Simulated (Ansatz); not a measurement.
According to the program Ansatz at the r²SCAN level (PAW), Al in the diamond structure (Fd-3m) relaxes to a = 6.031 Å. Al has 4 nearest neighbours from 2.61 Å (tetrahedral).

Electronic character: metallic (no gap).

The bulk modulus is 40.1 GPa. The relaxed-ion elastic constants in GPa are C11 = 21.4, C12 = 49.6, C44 = -32.9.

The start of the workflow was typed in or built on a structure type; neither database checked (COD, Materials Project) lists it. It is not the phase usual at ambient conditions (space group No. 225). The cell was relaxed with r²SCAN under the symmetry of its start. At this level the phase is mechanically unstable. As this level gives no gap, shear constants depend on the k-mesh and smearing (Fermi–Dirac, 0.1 eV here).

Potentials: the later of the program's two PAW sets.
